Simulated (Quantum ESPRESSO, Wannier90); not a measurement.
# Tight-binding from DFT: WSe2 (P-6m2, isolated units)

```
WSe2
1.0
    3.31794     0.00000     0.00000
   -1.65897     2.87342     0.00000
    0.00000     0.00000    16.65814
W Se
1 2
Direct
  0.00000   0.00000   0.00000
  0.33333   0.66667   0.09979
  0.33333   0.66667   0.90021
```

Materials Project entry mp-1023936; symmetrised, unrelaxed at this level. Level: PBEsol, no spin polarisation, no spin-orbit coupling; pw.x of Quantum ESPRESSO at 69 Ry with PseudoDojo potentials, 6×6×4 k-points, Wannier90. Density: 12×12×1 mesh, cold smearing 0.01 Ry. The cell is built of weakly bound layers, chains or molecules, whose nearest atoms lie 13.33 Å apart, far more than in van der Waals crystals (3.2 to 4.2 Å): it describes nearly isolated units, such as a monolayer, not the bulk crystal. Spin-orbit coupling is left out although heavy elements are present.

Base run: 11 functions from bands 17-37 of the 37 computed, start hydrogen-like W: d; Se: p, frozen window up to 3.01 eV relative to the valence-band maximum, outer window open. Rows change the key named; with other orbitals the number of functions and the frozen window follow, as listed; window edges are relative to the valence-band maximum. The misfit compares interpolated bands with pw.x on a high-symmetry path, for states up to 2.5 eV relative to the valence-band maximum. Converged means that the tolerances were met: symmetric starts can stop on a saddle, which shows as a larger Ω_OD at equal Ω_I and can move the misfit too.

```csv
setting,functions,frozen to (eV),Ω_I (Å²),Ω_D (Å²),Ω_OD (Å²),rms misfit (meV),worst (meV),ended
base,11,3.01,20.11,0.05,1.36,11,51,converged
```

Task: Starting from this base row, predict which settings stop with an error, and how Ω_I and the misfit move in the others: only the lowest 13 of the kept bands; only the lowest 16 of the kept bands; only the lowest 18 of the kept bands; dis_num_iter = 20.

Result: 
```csv
setting,functions,frozen to (eV),Ω_I (Å²),Ω_D (Å²),Ω_OD (Å²),rms misfit (meV),worst (meV),ended
only the lowest 13 of the kept bands,11,3.01,21.17,0.05,1.63,12,55,converged
only the lowest 16 of the kept bands,11,3.01,20.81,0.05,1.52,11,53,converged
only the lowest 18 of the kept bands,11,3.01,20.27,0.05,1.40,11,51,converged
dis_num_iter = 20,11,3.01,20.18,0.05,1.32,12,56,step limit
```
